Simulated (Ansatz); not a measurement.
Input for Ansatz (plane-wave DFT, PAW):

```yaml
crystal:
  lattice:
    - [0.0, 3.8483451516, 3.8483451516]
    - [3.8483451516, 0.0, 3.8483451516]
    - [3.8483451516, 3.8483451516, 0.0]
  atoms:
    - { symbol: Sr, position: [0.5, 0.5, 0.5] }
    - { symbol: Sr, position: [0.75, 0.75, 0.75] }
    - { symbol: Ir, position: [0.125, 0.125, 0.125] }
    - { symbol: Ir, position: [0.625, 0.125, 0.125] }
    - { symbol: Ir, position: [0.125, 0.125, 0.625] }
    - { symbol: Ir, position: [0.125, 0.625, 0.125] }
basis:
  ecutwfc: 500
kpoints:
  mp_grid: { grid: [8, 8, 8] }
  band_path:
    path:
      - [[0.0, 0.0, 0.0], [0.5, 0.0, 0.5], [0.625, 0.25, 0.625]]
      - [[0.375, 0.375, 0.75], [0.0, 0.0, 0.0], [0.5, 0.5, 0.5], [0.5, 0.25, 0.75], [0.5, 0.0, 0.5]]
    npoints: 14
hamiltonian:
  xc: r2scan
scf:
  occupations: { method: gaussian, width: 0.1 }
  n_extra_bands: 15
output:
  forces: true
  stress: true
  eigenvalues: true
  populations: true
  dos: { projected: true, de: 0.02, nscf_kmesh: { grid: [12, 12, 12] } }
  bader: true
  write_density: true
  write_potential: true
  elf: true
  volumetric_format: npy
```

Launched with
```bash
ansatz run input.yaml --threads 1 --pin off --max-ram 2560MiB --backend cpu --events-out ev --progress --plain --runs-dir out
```

These are results of DFT r2SCAN, scalar-relativistic, plane waves, PAW in Ansatz, not measurements.

Abridged output:

```
scf.n_extra_bands = 15 over 44 filled bands (N_el = 88.0): the run solves 59 bands
Pseudopotentials: kind: paw
Pseudopotential: Sr, paw, valence charge 10, recommended cutoff 500 eV (meta_gga)
Pseudopotential: Ir, paw, valence charge 17, recommended cutoff 500 eV (meta_gga)
Functional definition: r2SCAN
Crystal: 6 atoms, lattice volume = 113.986 Å³
Basis set: ecut = 500 eV, 2891 PW (Γ), exchange–correlation on 160×160×160 points (64 copies of the dense FFT grid, shifted against one another)
Bands: 59, of which v1, the nominal top of the filled ones, is band 44 counted from 1 (43 counted from 0)
Symmetry: 48 space group operations
Space group: Fd-3m (ITA 227), of the structure as read, at distance tolerance 4.8e-5 Å
k-points: 29 of 512
Initial density: superposition of atomic densities (neutral atoms: chi_scale 0, normalization atom), corrected by the library's trained network
Initial wavefunctions: pseudopotential atomic-orbital guess
Functional: x = r2scan, c = r2scan; τ floored in thin density (d = 2e-4 eV/Å³)
SCF iter   1: F=—  HF=-54906.905535 eV  |F-HF|=—  |Δ(HF+E_count)|=         —  Δρ=1.55e-2  dr2=3.70e-1  dr2_τ=1.91e-1  ethr=1.77e-3  ⟨swp⟩=8.0  Hψ=7853  notcnv=0  defer=102
SCF iter   2: F=—  HF=-54907.107323 eV  |F-HF|=—  |Δ(HF+E_count)|=   2.02e-1  Δρ=7.31e-3  dr2=9.04e-2  dr2_τ=6.98e-3  ethr=4.20e-4  ⟨swp⟩=3.1  Hψ=2946  notcnv=0  defer=171
SCF iter   3: F=—  HF=-54907.097006 eV  |F-HF|=—  |Δ(HF+E_count)|=   1.03e-2  Δρ=1.97e-3  dr2=8.86e-3  dr2_τ=4.41e-4  ethr=1.03e-4  ⟨swp⟩=2.0  Hψ=1920  notcnv=0  defer=171
SCF iter   4: F=—  HF=-54907.095785 eV  |F-HF|=—  |Δ(HF+E_count)|=   1.22e-3  Δρ=5.79e-4  dr2=8.98e-4  dr2_τ=2.18e-5  ethr=1.01e-5  ⟨swp⟩=2.9  Hψ=2876  notcnv=0  defer=171
SCF iter   5: F=—  HF=-54907.095689 eV  |F-HF|=—  |Δ(HF+E_count)|=   9.65e-5  Δρ=1.86e-4  dr2=2.76e-5  dr2_τ=3.05e-6  ethr=1.02e-6  ⟨swp⟩=2.0  Hψ=2207  notcnv=0  defer=171
SCF iter   6: F=—  HF=-54907.095696 eV  |F-HF|=—  |Δ(HF+E_count)|=   7.64e-6  Δρ=3.99e-5  dr2=1.68e-6  dr2_τ=1.85e-7  ethr=3.14e-8  ⟨swp⟩=2.0  Hψ=2387  notcnv=0  defer=171
SCF iter   7: F=-54907.095698 eV  HF=-54907.095698 eV  |F-HF|=3.38e-8  |Δ(HF+E_count)|=   1.31e-6  Δρ=8.44e-6  dr2=7.00e-8  dr2_τ=3.23e-9  ethr=1.14e-10  ⟨swp⟩=15.9  Hψ=14704  notcnv=0
SCF 1 converged in 7 iterations: F = -54907.095698 eV  dr2 = 7.00e-8
SCF converged after 7 iterations
Free energy (F): -54907.095698 eV
Harris-Foulkes:  -54907.095698 eV  (|F-HF|=3.38e-8)
Internal energy: -54907.064102 eV  (E = F + TS)
E sigma→0 (E₀):  -54907.079900 eV
Entropy (-TS):   -0.031596 eV (-5.266 meV/atom)
Fermi energy:    16.981098 eV
--- Per-component energies (eV) ---
  E_band       = -902.078276
  E_kinetic    = 2989.886873
  E_local      = -7720.405519  (includes V_loc(G=0)·N_el)
  E_nonlocal   = 705.302139
  E_hartree    = 2878.138408
  E_xc         = -1349.725460
  E_vxc        = -1691.252532  (∫ρ·V_xc dr)
  E_paw        = -42431.460644  (= ΣΔE_a)
  E_vpaw       = -1044.325552  (= ΣTr[D̂ρ^β])
  E_aug_tail   = -0.000068  (compensation charges beyond the density's cutoff)
  E_vtau       = 102.430274  (kinetic-family band-sum trace: ∫τ·v_τ [+ j·A + Jᵃ·Aᵃ] dr)
  E_ewald      = -9977.240183
  E_core_change = -1.559647  (= ΣΔE_core)
  E_smearing   = -0.031596  (= −TS)
--- Forces (eV/Å), atoms counted from 1 ---
  atom   1  Sr     0.00000000     0.00000000     0.00000000
  atom   2  Sr     0.00000000     0.00000000     0.00000000
  atom   3  Ir     0.00000000     0.00000000     0.00000000
  atom   4  Ir     0.00000000     0.00000000     0.00000000
  atom   5  Ir     0.00000000     0.00000000     0.00000000
  atom   6  Ir     0.00000000     0.00000000     0.00000000
--- Stress (GPa, compression-positive) ---
       -0.000617       0.000000       0.000000
        0.000000      -0.000617       0.000000
        0.000000       0.000000      -0.000617
  P = ⅓ Tr σ = -0.0006 GPa (-0.006 kbar)
--- Band table (eV; the first three rows and the last of 29) ---
  k-point 0: bands = ["-76.5518", "-76.5025", "-76.5025", "-76.5025", "-33.4944", "-33.0107", "-33.0107", "-33.0107", "-32.7595", "-32.7595", "-32.6106", "-32.6106", "-32.6106", "-32.5172", "-32.5172", "-32.5172", "-18.4738", "-18.2628", "-0.2389", "-0.2389", "-0.2389", "0.2916", "0.2916", "0.2916", "8.5723", "11.5802", "11.6788", "11.6788", "11.6788", "13.0833", "13.0833", "13.7401", "13.7401", "13.7401", "16.4066", "16.4066", "16.4066", "16.6331", "16.6331", "16.6331", "16.7651", "16.7651", "17.9942", "17.9942", "18.3079", "18.4507", "18.4507", "18.4507", "19.4035", "19.4035", "19.4035", "21.9827", "21.9827", "21.9827", "25.8708", "25.8708", "25.9304", "25.9304", "25.9304"]
  k-point 1: bands = ["-76.5504", "-76.5039", "-76.5025", "-76.5025", "-33.4778", "-33.0132", "-33.0047", "-33.0047", "-32.7556", "-32.7556", "-32.6262", "-32.6128", "-32.6128", "-32.5252", "-32.5252", "-32.5171", "-18.4674", "-18.2689", "-0.2449", "-0.2449", "-0.2339", "0.2757", "0.3000", "0.3000", "8.7386", "11.6978", "11.7618", "11.7724", "11.7724", "13.1412", "13.1412", "13.6556", "13.7675", "13.7675", "16.1342", "16.2795", "16.2795", "16.4143", "16.4143", "16.6166", "16.7127", "16.7127", "17.6343", "17.8375", "17.8375", "18.4258", "18.5067", "18.5067", "19.4034", "19.7957", "19.7957", "21.8513", "21.8513", "22.3406", "25.6467", "25.6467", "25.9223", "25.9223", "26.1390"]
  k-point 2: bands = ["-76.5466", "-76.5077", "-76.5025", "-76.5025", "-33.4341", "-33.0213", "-32.9900", "-32.9900", "-32.7434", "-32.7434", "-32.6658", "-32.6217", "-32.6217", "-32.5445", "-32.5445", "-32.5171", "-18.4501", "-18.2853", "-0.2585", "-0.2585", "-0.2440", "0.2636", "0.3190", "0.3190", "9.1823", "11.8708", "12.0096", "12.0096", "12.1499", "13.3211", "13.3211", "13.4535", "13.8793", "13.8793", "15.4588", "15.8379", "15.8379", "15.9825", "15.9825", "16.2077", "16.5773", "16.6537", "16.6537", "17.2739", "17.2739", "18.5532", "19.1200", "19.1200", "19.4032", "20.3210", "20.3210", "21.5657", "21.5657", "22.7939", "25.3328", "25.3328", "26.0077", "26.0279", "26.0279"]
  k-point 28: bands = ["-76.5272", "-76.5272", "-76.5025", "-76.5025", "-33.2099", "-33.2099", "-32.9213", "-32.9213", "-32.7359", "-32.7359", "-32.6807", "-32.6807", "-32.6068", "-32.6068", "-32.5712", "-32.5712", "-18.3667", "-18.3667", "-0.3776", "-0.3776", "0.0232", "0.0232", "0.4218", "0.4218", "11.2995", "11.2995", "12.9398", "12.9398", "13.4678", "13.4678", "13.4824", "13.4824", "14.2028", "14.2028", "14.3578", "14.3578", "14.8022", "14.8022", "15.0980", "15.0980", "16.0715", "16.0715", "16.1250", "16.1250", "17.3022", "17.3022", "18.6695", "18.6695", "21.3013", "21.3013", "21.6138", "21.6138", "22.8632", "22.8632", "24.1931", "24.1931", "24.5671", "24.5671", "26.4990"]
--- Löwdin populations: 6 sites ---
  site symbol q [e]
     0     Sr      8.5582
     1     Sr      8.5582
     2     Ir     17.3751
     3     Ir     17.3751
     4     Ir     17.3751
     5     Ir     17.3751
  spilling = 0.015717 (of n_electrons = 88.000000)
--- Bader charges: 6 sites ---
  site symbol charge [e]  shift [e]
     0     Sr      1.3305     0.0000
     1     Sr      1.3305     0.0000
     2     Ir     -0.6652     0.0000
     3     Ir     -0.6652     0.0000
     4     Ir     -0.6652     0.0000
     5     Ir     -0.6652     0.0000
  estimated error of the sums over rays = 2.4e-4 e
```

Self-consistency was reached.

The run took 2.1 min on 1 thread of Arm Neoverse V1 (shared host), peak memory 0.8 GiB.

Spin-orbit coupling is left out, which matters for the bands of heavy elements.